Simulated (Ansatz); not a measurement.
Consider the following.

NbTe₂:
Space group C2/m (No. 12); a = 15.088 Å, b = 3.695 Å, c = 9.637 Å, α = γ = 90.00°, β = 111.87°

```
atom  site  symmetry       x       y       z
----  ----  --------  ------  ------  ------
Nb      2a       2/m  0.0000  0.0000  0.0000
Nb      4i         m  0.1383  0.5000  0.2893
Te      4i         m  0.1462  0.5000  0.0165
Te      4i         m  0.2938  0.0000  0.3835
Te      4i         m  0.0066  0.0000  0.3033
```
(The calculation used a cell of 9 atoms; values per cell refer to that cell.)

This is the r²SCAN-relaxed structure.

**Question.** All from r²SCAN (plane waves, PAW; program Ansatz), unless another level is named. Give the electronic character.

**Answer.** metallic (no gap).

**Question.** Predict the formation energy from the elements (no fitted shifts).

**Answer.** -0.54 eV/atom.

**Question.** Give the density of states at the Fermi level.

**Answer.** 0.40 states/eV per atom (mean over ±0.08 eV).

The workflow started from a Materials Project entry (that database holds measured and hypothetical structures alike); the Crystallography Open Database files this formula in space group No. 12, but the cells were not matched. Whether it is the stable phase at ambient conditions was not checked. Symmetry was held in the r²SCAN relaxation; whether a distortion lowers the energy is not shown. The run is not spin-polarised. A crystal of weakly bound layers computed without a dispersion correction: the cell and the soft elastic constants depend strongly on that. With an odd number of electrons in the cell and no spin polarisation, the count alone makes it a metal. The references are the lowest solids computed at this level, not always the standard phases. Spin–orbit coupling is left out wherever it is not named.

Potentials: the later of the program's two PAW sets.
